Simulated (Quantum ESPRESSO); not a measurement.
# Al3ZnO5F: finding a planted mistake in a log

Computed values, not a measurement. The program is pw.x of Quantum ESPRESSO 7.5 (plane-wave density functional theory). The cell is made up: 10 atoms on a corundum lattice, with randomly drawn elements, strain and displacements, not relaxed. PseudoDojo standard norm-conserving files (v0.5 for PBE, v0.4.1 for LDA and PBEsol) set the functional; there is no spin polarisation, spin-orbit coupling or dispersion term, and the masses in the input are unused placeholders.

Intended input:

```
&control calculation='scf', pseudo_dir='./dojo.nc.sr.pbe.v0_5.standard.upf', outdir='./o', disk_io='medium', tprnfor=.true., tstress=.true. /
&system ibrav=0, nat=10, ntyp=4, nbnd=39, ecutwfc=84.00895049, nosym=.true., tot_charge=0,
 occupations='smearing', smearing='fd', degauss=0.0018374661
/
&electrons conv_thr=7.350e-09, electron_maxstep=60, /
ATOMIC_SPECIES
Al 1.0 Al.upf
F 1.0 F.upf
O 1.0 O.upf
Zn 1.0 Zn.upf
CELL_PARAMETERS angstrom
2.373 1.3253 4.3035
-2.4277 1.3715 4.3189
0.0126 -2.7726 4.3353
ATOMIC_POSITIONS angstrom
Al -0.0216 0.0341 4.5801
Zn 0.0383 -0.0604 1.9011
Al -0.0284 -0.0537 8.3981
Al -0.0523 -0.0118 11.0798
O -1.0082 1.338 7.5726
O -0.729 -1.5337 7.5867
O 1.6601 0.0204 7.5708
O 0.9019 -1.4139 5.3731
O 0.6983 1.4355 5.3989
F -1.7204 -0.1446 5.3948
K_POINTS automatic
6 6 6 1 1 1
```

The log is shortened where brackets say so; the opening notice, blank lines, dates and the lines on written files are dropped, and the path of the files is cut. It prints rydbergs, bohrs and kilobars, and counts compression as positive stress. Where no state is partly filled, the Fermi energy that it prints is only some level between the filled and the empty states on the mesh, and need not lie in the true gap.

Log of the intended run:

```
     Program PWSCF v.7.5
     Parallel version (MPI & OpenMP), running on       1 processor cores
     Number of MPI processes:                 1
     Threads/MPI process:                     1
     [start-up lines left out]
     bravais-lattice index     =            0
     lattice parameter (alat)  =       9.6186  a.u.
     unit-cell volume          =     576.5678 (a.u.)^3
     number of atoms/cell      =           10
     number of atomic types    =            4
     number of electrons       =        66.00
     number of Kohn-Sham states=           39
     kinetic-energy cutoff     =      84.0090  Ry
     charge density cutoff     =     336.0358  Ry
     scf convergence threshold =      7.3E-09
     mixing beta               =       0.7000
     number of iterations used =            8  plain     mixing
     Exchange-correlation= PBE
                           (   1   4   3   4   0   0   0)
     [axes and pseudopotential details left out]
   Cartesian axes
     site n.     atom                  positions (alat units)
         1        Al     tau(   1) = (  -0.0042437   0.0066995   0.8998308  )
         2        Zn     tau(   2) = (   0.0075246  -0.0118665   0.3735002  )
         3        Al     tau(   3) = (  -0.0055796  -0.0105502   1.6499354  )
         4        Al     tau(   4) = (  -0.0102751  -0.0023183   2.1767964  )
         5        O      tau(   5) = (  -0.1980763   0.2628706   1.4877533  )
         6        O      tau(   6) = (  -0.1432232  -0.3013189   1.4905234  )
         7        O      tau(   7) = (   0.3261521   0.0040079   1.4873996  )
         8        O      tau(   8) = (   0.1771921  -0.2777823   1.0556278  )
         9        O      tau(   9) = (   0.1371917   0.2820260   1.0606966  )
        10        F      tau(  10) = (  -0.3379989  -0.0284089   1.0598911  )
     number of k points=   108  Fermi-Dirac smearing, width (Ry)=  0.0018
     Number of k-points >= 100: set verbosity='high' to print them.
     Dense  grid:    59957 G-vectors     FFT dimensions: (  60,  60,  60)
     Estimated max dynamical RAM per process >      90.97 MB
     Initial potential from superposition of free atoms
     starting charge      65.9925, renormalised to      66.0000
     Starting wfcs are   46 randomized atomic wfcs
     total cpu time spent up to now is       15.8 secs
     per-process dynamical memory:    60.0 Mb
     Self-consistent Calculation
     iteration #  1     ecut=    84.01 Ry     beta= 0.70
     Davidson diagonalization with overlap
     ethr =  1.00E-02,  avg # of iterations =  3.4
     total cpu time spent up to now is       67.8 secs
     total energy              =    -646.60670246 Ry
     estimated scf accuracy    <       2.07041387 Ry
     iteration #  2     ecut=    84.01 Ry     beta= 0.70
     Davidson diagonalization with overlap
     ethr =  3.14E-03,  avg # of iterations =  2.3
     total cpu time spent up to now is      122.3 secs
     total energy              =    -647.21226975 Ry
     estimated scf accuracy    <       1.43057442 Ry
     [iterations 3 to 9 left out]
     iteration # 10     ecut=    84.01 Ry     beta= 0.70
     Davidson diagonalization with overlap
     ethr =  2.00E-10,  avg # of iterations =  2.0
     total cpu time spent up to now is      518.5 secs
     total energy              =    -647.48057464 Ry
     estimated scf accuracy    <       0.00000001 Ry
     iteration # 11     ecut=    84.01 Ry     beta= 0.70
     Davidson diagonalization with overlap
     ethr =  1.80E-11,  avg # of iterations =  2.0
     total cpu time spent up to now is      568.5 secs
     End of self-consistent calculation
     Number of k-points >= 100: set verbosity='high' to print the bands.
     the Fermi energy is    12.7351 ev
!    total energy              =    -647.48057463 Ry
     estimated scf accuracy    <          3.3E-09 Ry
     smearing contrib. (-TS)   =       0.00000000 Ry
     internal energy E=F+TS    =    -647.48057463 Ry
     The total energy is F=E-TS. E is the sum of the following terms:
     one-electron contribution =    -427.21136621 Ry
     hartree contribution      =     255.49851194 Ry
     xc contribution           =    -105.95800736 Ry
     ewald contribution        =    -369.80971300 Ry
     convergence has been achieved in  11 iterations
     Forces acting on atoms (cartesian axes, Ry/au):
     atom    1 type  1   force =     0.08717468   -0.04329844   -0.07930281
     atom    2 type  4   force =    -0.07354507    0.11546928    0.02156034
     atom    3 type  1   force =    -0.04808063   -0.05248748   -0.06028413
     atom    4 type  1   force =    -0.02480107   -0.12279260    0.04690164
     atom    5 type  3   force =     0.11696618   -0.00631279    0.05924184
     atom    6 type  3   force =    -0.06815006    0.05428917    0.03857060
     atom    7 type  3   force =    -0.06227357   -0.00434474    0.07691405
     atom    8 type  3   force =     0.07842797    0.10096309   -0.02511545
     atom    9 type  3   force =    -0.09448460    0.05782517   -0.01362582
     atom   10 type  2   force =     0.08876617   -0.09931068   -0.06486026
     Total force =     0.386092     Total SCF correction =     0.000091
     Computing stress (Cartesian axis) and pressure
          total   stress  (Ry/bohr**3)                   (kbar)     P=      233.20
   0.00119768   0.00039145  -0.00018010          176.18       57.59      -26.49
   0.00039145   0.00192158   0.00041049           57.59      282.67       60.39
  -0.00018010   0.00041049   0.00163658          -26.49       60.39      240.75
     init_run     :     12.47s CPU     15.77s WALL (       1 calls)
     electrons    :    533.64s CPU    552.65s WALL (       1 calls)
     forces       :     10.64s CPU     10.74s WALL (       1 calls)
     stress       :     26.12s CPU     26.21s WALL (       1 calls)
     [timing details left out]
     PWSCF        :   9m43.03s CPU  10m 6.71s WALL
     JOB DONE.
```

A second run was made from an input with one planted mistake. Its log:

```
     Program PWSCF v.7.5
     Parallel version (MPI & OpenMP), running on       1 processor cores
     Number of MPI processes:                 1
     Threads/MPI process:                     1
     [start-up lines left out]
     bravais-lattice index     =            0
     lattice parameter (alat)  =       9.6186  a.u.
     unit-cell volume          =     576.5678 (a.u.)^3
     number of atoms/cell      =           10
     number of atomic types    =            4
     number of electrons       =        66.00
     number of Kohn-Sham states=           39
     kinetic-energy cutoff     =      46.4511  Ry
     charge density cutoff     =     185.8046  Ry
     scf convergence threshold =      7.3E-09
     mixing beta               =       0.7000
     number of iterations used =            8  plain     mixing
     Exchange-correlation= PBE
                           (   1   4   3   4   0   0   0)
     [axes and pseudopotential details left out]
   Cartesian axes
     site n.     atom                  positions (alat units)
         1        Al     tau(   1) = (  -0.0042437   0.0066995   0.8998308  )
         2        Zn     tau(   2) = (   0.0075246  -0.0118665   0.3735002  )
         3        Al     tau(   3) = (  -0.0055796  -0.0105502   1.6499354  )
         4        Al     tau(   4) = (  -0.0102751  -0.0023183   2.1767964  )
         5        O      tau(   5) = (  -0.1980763   0.2628706   1.4877533  )
         6        O      tau(   6) = (  -0.1432232  -0.3013189   1.4905234  )
         7        O      tau(   7) = (   0.3261521   0.0040079   1.4873996  )
         8        O      tau(   8) = (   0.1771921  -0.2777823   1.0556278  )
         9        O      tau(   9) = (   0.1371917   0.2820260   1.0606966  )
        10        F      tau(  10) = (  -0.3379989  -0.0284089   1.0598911  )
     number of k points=   108  Fermi-Dirac smearing, width (Ry)=  0.0018
     Number of k-points >= 100: set verbosity='high' to print them.
     Dense  grid:    24651 G-vectors     FFT dimensions: (  45,  45,  45)
     Estimated max dynamical RAM per process >      39.74 MB
     Check: negative core charge=   -0.000274
     Initial potential from superposition of free atoms
     starting charge      65.9925, renormalised to      66.0000
     Starting wfcs are   46 randomized atomic wfcs
     total cpu time spent up to now is        9.8 secs
     per-process dynamical memory:    29.9 Mb
     Self-consistent Calculation
     iteration #  1     ecut=    46.45 Ry     beta= 0.70
     Davidson diagonalization with overlap
     ethr =  1.00E-02,  avg # of iterations =  3.5
     total cpu time spent up to now is       42.7 secs
     total energy              =    -644.99041012 Ry
     estimated scf accuracy    <       1.99267282 Ry
     iteration #  2     ecut=    46.45 Ry     beta= 0.70
     Davidson diagonalization with overlap
     ethr =  3.02E-03,  avg # of iterations =  2.2
     total cpu time spent up to now is       76.1 secs
     total energy              =    -645.56155899 Ry
     estimated scf accuracy    <       1.26358905 Ry
     [iterations 3 to 8 left out]
     iteration #  9     ecut=    46.45 Ry     beta= 0.70
     Davidson diagonalization with overlap
     ethr =  3.49E-09,  avg # of iterations =  2.0
     total cpu time spent up to now is      287.8 secs
     total energy              =    -645.80717984 Ry
     estimated scf accuracy    <       0.00000009 Ry
     iteration # 10     ecut=    46.45 Ry     beta= 0.70
     Davidson diagonalization with overlap
     ethr =  1.29E-10,  avg # of iterations =  2.0
     total cpu time spent up to now is      317.3 secs
     End of self-consistent calculation
     Number of k-points >= 100: set verbosity='high' to print the bands.
     the Fermi energy is    12.5489 ev
!    total energy              =    -645.80717987 Ry
     estimated scf accuracy    <          4.7E-09 Ry
     smearing contrib. (-TS)   =       0.00000000 Ry
     internal energy E=F+TS    =    -645.80717987 Ry
     The total energy is F=E-TS. E is the sum of the following terms:
     one-electron contribution =    -422.01480343 Ry
     hartree contribution      =     251.41177724 Ry
     xc contribution           =    -105.39444067 Ry
     ewald contribution        =    -369.80971301 Ry
     convergence has been achieved in  10 iterations
     Forces acting on atoms (cartesian axes, Ry/au):
     atom    1 type  1   force =     0.08632149   -0.04349722   -0.07962427
     atom    2 type  4   force =    -0.07886002    0.12757902    0.02957574
     atom    3 type  1   force =    -0.04786124   -0.05230157   -0.06023184
     atom    4 type  1   force =    -0.02441767   -0.12295472    0.04695252
     atom    5 type  3   force =     0.11245167   -0.00617378    0.05009363
     atom    6 type  3   force =    -0.06822215    0.05599713    0.03571491
     atom    7 type  3   force =    -0.06132323   -0.00444796    0.07002881
     atom    8 type  3   force =     0.07121251    0.09431609   -0.01778378
     atom    9 type  3   force =    -0.08261005    0.05172209   -0.00819011
     atom   10 type  2   force =     0.09330869   -0.10023908   -0.06653559
     Total force =     0.381576     Total SCF correction =     0.000248
     Computing stress (Cartesian axis) and pressure
          total   stress  (Ry/bohr**3)                   (kbar)     P=    -1919.78
  -0.01347531   0.00035773  -0.00021021        -1982.29       52.62      -30.92
   0.00035773  -0.01267611   0.00046312           52.62    -1864.72       68.13
  -0.00021021   0.00046312  -0.01299983          -30.92       68.13    -1912.34
     init_run     :      9.15s CPU      9.63s WALL (       1 calls)
     electrons    :    296.89s CPU    307.58s WALL (       1 calls)
     forces       :      3.45s CPU      3.48s WALL (       1 calls)
     stress       :     13.92s CPU     13.97s WALL (       1 calls)
     [timing details left out]
     PWSCF        :   5m23.61s CPU   5m35.00s WALL
     JOB DONE.
```

Question: what was wrong in the second input?

Answer: the plane-wave cutoff is too low. The input lines that differ, file-writing options aside:

```
- &system ibrav=0, nat=10, ntyp=4, nbnd=39, ecutwfc=84.00895049, nosym=.true., tot_charge=0,
+ &system ibrav=0, nat=10, ntyp=4, nbnd=39, ecutwfc=46.45114323, nosym=.true., tot_charge=0,
```

```
                                            intended run  run with the mistake
                          free energy (eV)     -8809.422             -8786.654
                    smearing term -TS (eV)        0.0000                0.0000
                            pressure (GPa)         23.32               -191.98
            largest force component (eV/Å)         3.157                 3.280
largest change of a force component (eV/Å)                               0.311
                                iterations            11                    10
```

For scale, a rerun of the intended cell at a cutoff of 1437 eV and k mesh 8 x 8 x 8 moved values by no more than 0.003 eV in energy, 0.03 GPa in stress and 0.002 eV/Å in force.